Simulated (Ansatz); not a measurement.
Ti3AlC (anti-perovskite, Pm-3m) at seven volumes, PBEsol in the plane-wave PAW code Ansatz, scaled uniformly. One row is withheld.

```csv
V (Å³/atom),P (GPa)
12.917,18.57
13.343,?
13.769,5.29
14.194,0.01
14.620,-4.54
15.046,-8.45
15.472,-11.81
```

Task: Fit the shown pressures and predict the withheld one.

Result: P = (3/2)B₀(x^(7/2) − x^(5/2))[1 + (3/4)(B′ − 4)(x − 1)] with x = (V₀/V)^(2/3). Least squares on the six rows gives V₀ = 14.195 Å³/atom, B₀ = 163 GPa, B′ = 4.00. At V = 13.343, x = 1.0421 and P = 11.42 GPa. The run itself gave 11.43 GPa.

The workflow started from a Materials Project entry (that database holds measured and hypothetical structures alike); the Crystallography Open Database copy checked does not list it. Its standing as an ambient phase is unchecked. The cell was relaxed with PBEsol under the symmetry of its start; of distortions, only those at the zone centre were tested. No spin polarisation was allowed.

Potentials: the later of the program's two PAW sets.
